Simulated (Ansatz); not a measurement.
C (graphite type, space group P6_3/mmc)

```yaml
crystal:
  lattice:
    - [2.45536, 0.00000, 0.00000]
    - [-1.22768, 2.12640, 0.00000]
    - [0.00000, 0.00000, 6.67065]
  atoms:
    - { symbol: C, position: [0.00000, 0.00000, 0.25000] }
    - { symbol: C, position: [0.00000, 0.00000, 0.75000] }
    - { symbol: C, position: [0.33333, 0.66667, 0.25000] }
    - { symbol: C, position: [0.66667, 0.33333, 0.75000] }
```

Grid over V/V₀ and (c/a)/(c/a)₀, subscript 0 meaning the relaxed cell; the conventional c axis lies along z; no internal relaxation.

Method: r2SCAN+rVV10 (plane waves to 500 eV, PAW, scalar-relativistic; Ansatz, a quantum-chemistry and plane-wave program). k mesh 15×15×5 (Γ-centred), Fermi-Dirac smearing 0.05 eV. Energies are smeared free energies. With partly filled bands, the response to shear is sensitive to the k mesh, so small differences along c/a are uncertain. C was relaxed with its symmetry unable to fall. The last digit holds for this mesh only.

Changes of ΔE (kJ/mol of atoms) from the point V/V₀ = 1.000, (c/a)/(c/a)₀ = 1.000 when one coordinate moves alone (two changes are said to add if the coupling is within 5 % of the smaller one, nearly so within 20 %):

| point | change |
|---|---|
| V/V₀ = 1.000, (c/a)/(c/a)₀ = 0.920 | 5.53 |
| V/V₀ = 1.000, (c/a)/(c/a)₀ = 0.947 | 2.41 |
| V/V₀ = 1.000, (c/a)/(c/a)₀ = 0.973 | 0.59 |
| V/V₀ = 0.920, (c/a)/(c/a)₀ = 1.000 | 5.54 |
| V/V₀ = 0.947, (c/a)/(c/a)₀ = 1.000 | 2.36 |
| V/V₀ = 0.973, (c/a)/(c/a)₀ = 1.000 | 0.57 |
| V/V₀ = 1.027, (c/a)/(c/a)₀ = 1.000 | 0.52 |
| V/V₀ = 1.053, (c/a)/(c/a)₀ = 1.000 | 2.00 |
| V/V₀ = 1.080, (c/a)/(c/a)₀ = 1.000 | 4.34 |
| V/V₀ = 1.000, (c/a)/(c/a)₀ = 1.027 | 0.57 |
| V/V₀ = 1.000, (c/a)/(c/a)₀ = 1.053 | 2.24 |
| V/V₀ = 1.000, (c/a)/(c/a)₀ = 1.080 | 4.95 |

Problem. What is the change at V/V₀ = 1.080, (c/a)/(c/a)₀ = 0.920, where both move, and how far is it from the sum?

Solution. The sum of the single changes is 4.34 + (5.53) = 9.87; the calculation gives 18.05, so the coupling contributes 8.18 (over 20 % of the smaller single change, not additive).

(Under strain, the slope of the energy per volume gives the stress and its curvature an elastic modulus.)
